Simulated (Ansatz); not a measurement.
BeTe (NiAs type, P6_3/mmc), a = b = 3.801 Å, c = 5.977 Å, α = β = 90.00°, γ = 120.00°.

Relaxed with PBEsol.

Task: Decompose the optical modes at the zone centre into irreducible representations, and say which are infrared and Raman allowed.

Result: Point group 6/mmm: Γ_opt = A2u + B1g + B2u + E1u + E2g + E2u. Infrared: A2u, E1u. Raman: E2g.

Task: Assign frequencies (DFPT, plane-wave PAW PBEsol (Ansatz code)).

Result: A2u 176i, E2u 91, E2g 105, B1g 149, E1u 231, B2u 376 cm⁻¹.

Subscripts of B labels follow the axes of the standard setting.

This is a known high-pressure phase of the composition, computed here at zero pressure and temperature. Symmetry was held in the PBEsol relaxation. At this level the phase is dynamically unstable (imaginary phonons). As this level gives no gap, phonon frequencies hold no LO–TO term and depend on the k-mesh and smearing (Fermi–Dirac, 0.1 eV here). Scalar-relativistic: spin–orbit coupling is off unless named, which matters more the heavier the elements.

Potentials: the earlier of the program's two PAW sets. The files were generated under PBE; for other functionals the program regenerates the frozen cores, and for LDA and PBEsol the local potential too.
